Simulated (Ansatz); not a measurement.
Ca2CuO3 in space group Immm (No. 71; Ca on 4j, Cu on 2d, O on 4j, O on 2a), DFT-PBEsol in the program Ansatz with PAW potentials, all energies at zero smearing, with the estimated change up to a 700 eV cutoff added, with one set of potentials and settings (totals compare only within such a set). Cell of 6 atoms (2 Ca, 1 Cu, 3 O): -11864.648 eV.

| element | reference phase | E (eV/atom) |
|---|---|---|
| Ca | Fm-3m, 1 atoms in the cell | -1793.7315 |
| Cu | Fm-3m, 1 atoms in the cell | -6588.7768 |
| O | C2/m, 4 atoms in the cell, spin-polarised | -558.3554 |

Formation energy per atom, worked out: (-11864.648 − 2×(-1793.7315) − 1×(-6588.7768) − 3×(-558.3554))/6 = -2.224 eV/atom (-215 kJ per mol of atoms), at 0 K, without zero-point energy or fitted corrections.

The workflow started from an entry of the Crystallography Open Database (COD). Its standing as an ambient phase is unchecked. The PBEsol relaxation kept the symmetry of its start; its stability against distortions is not shown here. No spin polarisation was allowed. No Hubbard U is applied. The references are the lowest solids computed at this level, not always the standard phases (solids in place of the gases).

Potentials: the later of the program's two PAW sets.
